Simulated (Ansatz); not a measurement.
A distorted cell of Zr₃N₄ (space group I-43d):

```
Zr3N4
1.0
   -3.33379     3.33379     3.33379
    3.33379    -3.33379     3.33379
    3.33379     3.33379    -3.33379
Zr N
6 8
Direct
  0.87500   0.12500   0.75000
  0.62500   0.37500   0.25000
  0.75000   0.87500   0.12500
  0.25000   0.62500   0.37500
  0.12500   0.75000   0.87500
  0.37500   0.25000   0.62500
  0.64374   0.64374   0.64374
  0.35626   0.50000   0.00000
  0.50000   0.00000   0.85626
  0.00000   0.35626   0.50000
  0.85626   0.50000   0.00000
  0.14374   0.14374   0.14374
  0.00000   0.85626   0.50000
  0.50000   0.00000   0.35626
```

All values below come from PBE (plane waves to 420 eV, PAW, scalar-relativistic; Ansatz, an electronic-structure program). k mesh 6×6×6 (Γ-centred), Fermi-Dirac smearing 0.05 eV. The energy includes the smearing's −TS. Stress and pressure are positive under compression. Zr3N4 is run without spin polarisation. Zr3N4 was relaxed with its symmetry unable to fall.

Question: What is the stress tensor (GPa)?

Answer: 
```
   12.2      0.0      0.0
    0.0     12.2      0.0
    0.0      0.0     12.2
```
The pressure, a third of the trace, is 12.2 GPa.

Question: It is the relaxed cell scaled evenly to V/V₀ = 0.950, atoms relaxed where free. What is its energy relative to the relaxed cell?

Answer: 19.8 meV/atom.

(A scan under strain: stresses follow from slopes of the energy per volume, elastic moduli from its curvatures.)
